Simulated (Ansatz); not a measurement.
Nb3Ir (Cu3Au type, Pm-3m), plane-wave PAW PBE (Ansatz code), all energies at zero smearing, with the estimated change up to a 700 eV cutoff added, with one set of potentials and settings (totals compare only within such a set). Cell of 4 atoms (3 Nb, 1 Ir): -25594.263 eV.

```tsv
element	reference phase	E (eV/atom)
Nb	Im-3m, 1 atoms in the cell	-4552.3152
Ir	Fm-3m, 1 atoms in the cell	-11936.8363
```

Formation energy per atom, worked out: (-25594.263 − 3×(-4552.3152) − 1×(-11936.8363))/4 = -0.120 eV/atom (-12 kJ per mol of atoms), at 0 K, without zero-point energy or fitted corrections.

A made-up cell: these elements were put on the sites of a structure type; neither database checked (COD, Materials Project) lists it. COD files the formula under space group No. 223. Whether it is the stable phase at ambient conditions was not checked. The PBE relaxation kept the symmetry of its start; whether a distortion lowers the energy is not shown. No spin polarisation was allowed. The references are the lowest solids computed at this level, not always the standard phases. Scalar-relativistic: spin–orbit coupling is off unless named, which matters more the heavier the elements.

Potentials: the earlier of the program's two PAW sets.
